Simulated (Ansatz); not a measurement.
Q: Each is relaxed and computed with plane-wave PAW r²SCAN (Ansatz code). Which is the only one with a gap?
A. SrSnP, P4/nmm (Sr on 2c, Sn on 2c, P on 2c)
B. SrZn2Ge2, I4/mmm (Sr on 2a, Zn on 4d, Ge on 4e)
C. SrCl2, fluorite
D. NbH2, fluorite

A: C, SrCl2, fluorite. SrCl2: gap 5.94 eV (indirect); NbH2: metal; SrZn2Ge2: metal; SrSnP: metal. Standing as an ambient phase not checked: NbH2, fluorite; SrZn2Ge2, I4/mmm (Sr on 2a, Zn on 4d, Ge on 4e); SrSnP, P4/nmm (Sr on 2c, Sn on 2c, P on 2c). All cells were relaxed under the symmetry of their starts (and spin orders); stability against distortions was not tested throughout. Rows with no word on spin ran without spin polarisation. Scalar-relativistic: spin–orbit coupling is off unless named, which matters more the heavier the elements.

Potentials: the later of the program's two PAW sets.
